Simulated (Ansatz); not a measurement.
The relaxed structure here is a generated cell of Cu: the first start was made by a random draw of sites in a space group, and the end was not matched to a known phase here, so it may be hypothetical. Known forms of Cu include space group No. 225.

A relaxed cell of Cu (Pm-3m (No. 221)), relaxed on a k-mesh at least as fine as the one used below. All values below come from PBE (plane waves to 420 eV, PAW, scalar-relativistic; Ansatz, an electronic-structure program). Γ-centred k-mesh 13×7×13 on the run's cell (coarser than for final values), Fermi–Dirac smearing 0.05 eV.

```
CELL_PARAMETERS angstrom
      2.40598     0.00000     0.00000
      0.00000     4.81195     0.00000
      0.00000     0.00000     2.40598
ATOMIC_POSITIONS crystal
  Cu 0.50000 0.25000 0.50000
  Cu 0.50000 0.75000 0.50000
```

The atoms are displaced by (Å):

```csv
atom,ux,uy,uz
Cu1,-0.085,0.058,0.010
Cu2,0.056,0.031,0.094
```

Task: What forces (eV/Å) and pressure result?

Result: 
```
atom     Fx     Fy     Fz
----  -----  -----  -----
Cu1   -0.12  -0.18  -0.07
Cu2    0.12   0.18   0.07
```

Pressure -0.2 GPa.

The undisplaced cell is probably no minimum: from this displacement the run went on to Fm-3m (No. 225), 0.47 eV/atom below it.

No spin polarisation in the result.
